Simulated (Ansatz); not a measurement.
A relaxed cell of ScBS₃ is given with its symmetry left out. The cell was found from a structure generator's guess, not taken from experiment.

These are results of Ansatz, DFT PBE, scalar-relativistic, plane waves, PAW, not measurements. Cutoff 420 eV, Γ-centred mesh, Gaussian smearing, no spin polarisation.

```xyz
5
Lattice="4.2394 0.0000 0.0000 0.0000 4.2394 0.0000 0.0000 0.0000 4.2394" Properties=species:S:1:pos:R:3 pbc="T T T"
Sc    2.1197    2.1197    2.1197
B     0.0000    0.0000    0.0000
S     2.1197    0.0000    0.0000
S     0.0000    2.1197    0.0000
S     0.0000    0.0000    2.1197
```

Formation energies are uncorrected and refer to the elements' standard structures at the same level.

Question: Find its symmetry and describe it.

Answer: Pm-3m (No. 221), the cubic perovskite type. Conventional cell: a = 4.239 Å. Around Sc lie 12 S at 3.00 Å; around B lie 6 S at 2.12 Å; S has 2 B at 2.12 Å, 4 Sc at 3.00 Å and 8 S at 3.00 Å.

Question: What is its formation energy per atom?

Answer: −0.18 eV/atom. It lies below the elements, which doesn't yet make it stable against other compounds or structures.

Question: Is it a metal?

Answer: Yes, bands cross the Fermi level on the 10×10×10 mesh.

Question: From what recipe could a structure generator have reached it?

Answer: One such recipe: perovskite family, tilts a0a0a0 (Pm-3m, No. 221). Other recipes can lead to the same cell.

The last run used a 10×10×10 mesh for its 5-atom cell and Gaussian smearing of 0.10 eV. The reference form of S is held partly by dispersion forces, which this level lacks. A structure relaxed within its symmetry needn't be a true minimum.
